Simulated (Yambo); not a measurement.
Yambo run on SrClF (space group P4/nmm, No. 129). The wavefunctions come from this Quantum ESPRESSO step (LDA, PseudoDojo standard norm-conserving files, scalar-relativistic):

```
&CONTROL
  calculation = 'nscf'
  pseudo_dir = './pseudo'
  outdir = './out'
/
&SYSTEM
  ibrav = 0
  nat = 6
  ntyp = 3
  ecutwfc = 84.0
  ecutrho = 336.0
  occupations = 'fixed'
  force_symmorphic = .true.
  nbnd = 132
/
&ELECTRONS
  conv_thr = 6.000000000000001e-09
  diago_full_acc = .true.
  diago_thr_init = 1e-08
/
ATOMIC_SPECIES
F 18.9984 F.upf
Cl 35.4500 Cl.upf
Sr 87.6200 Sr.upf
CELL_PARAMETERS angstrom
  4.129630000000   0.000000000000   0.000000000000
  0.000000000000   4.129630000000   0.000000000000
  0.000000000000   0.000000000000   6.976610000000
ATOMIC_POSITIONS crystal
F   0.500000000000   0.500000000000   0.000000000000
F   0.000000000000   0.000000000000   0.000000000000
Cl   0.500000000000   0.000000000000   0.644900000000
Cl   0.000000000000   0.500000000000   0.355100000000
Sr   0.000000000000   0.500000000000   0.799500000000
Sr   0.500000000000   0.000000000000   0.200500000000
K_POINTS automatic
4 4 2 0 0 0
```

Yambo input:

```
rim_cut
gw0
dyson
el_el_corr
HF_and_locXC
ppa
em1d
RandQpts= 1000000
RandGvec= 1 Ry
EXXRLvcs= 84 Ry
VXCRLvcs= 336 Ry
Chimod= "HARTREE"
% BndsRnXp
 1 | 131 |
%
NGsBlkXp= 6 Ry
% LongDrXp
 1.0 | 1.0 | 1.0 |
%
PPAPntXp= 27.2114 eV
% GbndRnge
 1 | 131 |
%
GTermKind= "BG"
DysSolver= "n"
ExtendOut
% QPkrange
 1 | 1 | 24 | 25 |
 2 | 2 | 24 | 25 |
 5 | 5 | 24 | 25 |
 6 | 6 | 24 | 25 |
 11 | 11 | 24 | 25 |
 12 | 12 | 24 | 25 |
%
```

k points by index: 1 = Γ, 2 = Z, 5 = X, 6 = R, 11 = M, 12 = A.

Resulting energies as the program prints them:

```
#    K-point    Band    Eo [eV]    E [eV]    E-Eo [eV]    Vxc [eV]    Vnlxc [eV]    Sc|Eo [eV]    Sc|E [eV]    dSc/dw|Eo [eV]    Re(Z)    Im(Z)
#
    1    24    0.000000    -1.731082    -1.731082    -14.69175    -19.18307    2.391899    2.760232    -5.789646    0.824560    -0.001029
    1    25    5.643569    7.064887    1.421318    -9.637135    -4.679636    -3.321138    -3.536182    -4.116801    0.868590    -0.832021E-3
    2    24    -0.053745    -1.777149    -1.723404    -14.31005    -18.71156    2.313270    2.678102    -5.760154    0.825298    -0.001026
    2    25    6.420517    8.044352    1.623835    -10.46504    -5.084874    -3.504151    -3.756330    -4.225616    0.865584    -0.913241E-3
    5    24    -0.301605    -2.059261    -1.757656    -14.28256    -18.83620    2.422699    2.795988    -5.778828    0.824831    -0.001040
    5    25    6.848648    8.372989    1.524340    -10.40708    -5.207796    -3.434866    -3.674947    -4.285479    0.863939    -0.862415E-3
    6    24    -0.168657    -1.912755    -1.744098    -15.02035    -19.72297    2.583079    2.958524    -5.857375    0.822872    -0.001049
    6    25    6.966559    8.442421    1.475862    -10.12688    -4.970053    -3.448305    -3.680969    -4.289510    0.863828    -0.869474E-3
    11    24    -0.361451    -2.104948    -1.743497    -14.34920    -18.89850    2.434909    2.805801    -5.788339    0.824593    -0.001044
    11    25    7.592150    9.342798    1.750647    -12.15384    -6.644839    -3.466438    -3.758356    -4.537232    0.857088    -0.887056E-3
    12    24    -0.443612    -2.201655    -1.758043    -13.87692    -18.32802    2.323145    2.693059    -5.725308    0.826171    -0.001035
    12    25    8.125704    9.865325    1.739621    -11.38374    -5.697459    -3.662283    -3.946663    -4.448061    0.859502    -0.884372E-3
```
(The two width columns are left out.) Convergence of these settings isn't established.

Geometry of the Materials Project entry, not relaxed at this level.
